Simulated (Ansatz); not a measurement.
Energies of structures of NaI at several levels, each column relative to the first row (Fm-3m, cF8, rock salt type), in eV/atom. Geometries are relaxed with r2SCAN (plane waves to 500 eV, PAW, scalar-relativistic; Ansatz, an electronic-structure program) unless a column says relaxed; all runs are Ansatz, PAW (cutoffs: PBE, relaxed 420 eV). Columns compare only within themselves.

| structure | r2SCAN | PBE, relaxed |
|---|---|---|
| Fm-3m, cF8, rock salt type | 0.000 | 0.000 |
| F-43m, cF8, zinc blende type | +0.084 | ___ |
| Pm-3m, cP2, CsCl type | +0.176 | ___ |

Q: Some entries are withheld; supply them.

A: 
- F-43m, cF8, zinc blende type, PBE, relaxed: +0.047
- Pm-3m, cP2, CsCl type, PBE, relaxed: +0.156

At PBE, relaxed the lowest of those computed is still Fm-3m, cF8, rock salt type. Against r2SCAN, PBE moves these energy differences by -0.04 to -0.02 eV/atom and the volumes by +1.7 % to +3.3 %.

Each run could gain symmetry but not lose that of its start, so entries can be saddle points. From databases, or of a type measured for this composition: Fm-3m, cF8, rock salt type; the others are generated cells (placed on structure types, drawn at random, substituted or restacked) that were not matched to a known phase here. Static energies at zero pressure. No spin polarisation in the result.
